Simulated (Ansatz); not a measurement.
Data:

LaNbHO2:
```yaml
crystal:
  lattice:
    - [4.09399, 0.00000, 0.00000]
    - [0.00000, 4.09399, 0.00000]
    - [0.00000, 0.00000, 3.65501]
  atoms:
    - { symbol: La, position: [0.50000, 0.50000, 0.50000] }
    - { symbol: Nb, position: [0.00000, 0.00000, 0.00000] }
    - { symbol: O, position: [0.50000, 0.00000, 0.00000] }
    - { symbol: O, position: [0.00000, 0.50000, 0.00000] }
    - { symbol: H, position: [0.00000, 0.00000, 0.50000] }
```

This is the PBEsol-relaxed structure.

Question: All from PBEsol (plane waves, PAW; program Ansatz), unless another level is named. Predict the highest zone-centre frequency.

Answer: 247.6 meV.

Question: What about the bulk modulus (Birch–Murnaghan fit)?

Answer: 162 GPa.

Space group P4/mmm. The start of the workflow was typed in or built on a structure type; neither database checked (COD, Materials Project) lists it. Its standing as an ambient phase is unchecked. Symmetry was held in the PBEsol relaxation. At this level the phase is dynamically unstable (imaginary phonons). The workflow began spin-polarised and lost its moments. Spin–orbit coupling is left out wherever it is not named.

Potentials: the earlier of the program's two PAW sets. The files were generated under PBE; for other functionals the program regenerates the frozen cores, and for LDA and PBEsol the local potential too.
